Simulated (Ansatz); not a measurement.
The start is a relaxed Au cell displaced along its unstable phonon at q = (½, ½, 0) of its primitive reciprocal cell (42i cm⁻¹), largest move 0.15 Å. The cell and all atomic positions are relaxed at zero pressure with r2SCAN (plane waves to 500 eV, PAW, scalar-relativistic; Ansatz, a program for electronic structure). First-step values are on the input's coarse k-mesh.

Ansatz input (later rounds restart from its end on a renewed k-mesh):
Ansatz 0.2 input:
```yaml
crystal:
  lattice:
    - [5.4401160636, 0, 0]
    - [2.7200580318, 2.7200580318, 0]
    - [0, 0, 2.7200580318]
  atoms:
    - { symbol: Au, position: [0, 0, 0.0551458823] }
    - { symbol: Au, position: [0.5, 0, -0.0551458823] }
basis: { ecutwfc: 500, ecutrho_ratio: 4, xc_grid: 4, fft_grid_basis: typed }
kpoints: { mp_grid: { grid: [12, 12, 12] } }
hamiltonian:
  xc: r2scan
  dispersion: none
  pseudopotentials: { kind: paw }
scf: { occupations: { method: fermi_dirac, width: 0.05 } }
relax: { f_tol: 0.01, max_steps: 100, cell: { stress_tol: 0.02 } }
output: { forces: true, stress: true }
```

### Question
What is the largest force in the starting geometry, and on which atom (counted from 1)?

### Answer
0.12 eV/Å, on Au1, Au2 (atoms numbered as listed).

### Question
How much energy is released per atom?

### Answer
0.16 eV/atom.

### Question
How does the volume change?

### Answer
-11.9 %, from 20.12 to 17.72 Å³/atom.

### Question
Is the parent structure recovered?

### Answer
It does not go back: it reaches I4/mmm (No. 139), AFLOW prototype A_tI2_139_a (A_a), 0.17 eV/atom below the parent.

### Question
How do the shortest distances between atoms change?

### Answer
The closest pairs of elements (up to four, under 3.6 Å), start → end: Au–Au 2.72 → 2.87 Å.

### Question
What band gap does the relaxed structure have at this level?

### Answer
No gap (metallic).

### Question
What does it relax into? Give the structure.

### Answer

```cif
data_Au2
_chemical_formula_sum 'Au2'
_space_group_name_H-M_alt 'I4/mmm'
_space_group_IT_number 139
_space_group_name_Hall '-I 4 2'
_cell_length_a 3.50356
_cell_length_b 3.50356
_cell_length_c 2.88751
_cell_angle_alpha 90.000
_cell_angle_beta 90.000
_cell_angle_gamma 90.000
loop_
_atom_site_label
_atom_site_type_symbol
_atom_site_symmetry_multiplicity
_atom_site_Wyckoff_symbol
_atom_site_fract_x
_atom_site_fract_y
_atom_site_fract_z
_atom_site_occupancy
Au1 Au 2 b 0.00000 0.00000 0.50000 1
```
(The calculation used a cell of 1 atom; values per cell refer to that cell.)

Final values are on a 21×21×21 k-mesh of the relaxed cell. No spin polarisation in the result.

The run could not lose the symmetry of its start: the end is stationary, and may be a saddle point rather than a minimum.

The relaxed structure here is a generated cell of Au: the first start was made by placing the elements on the sites of a structure type, and the end was not matched to a known phase here, so it may be hypothetical. Known forms of Au include space group No. 225.
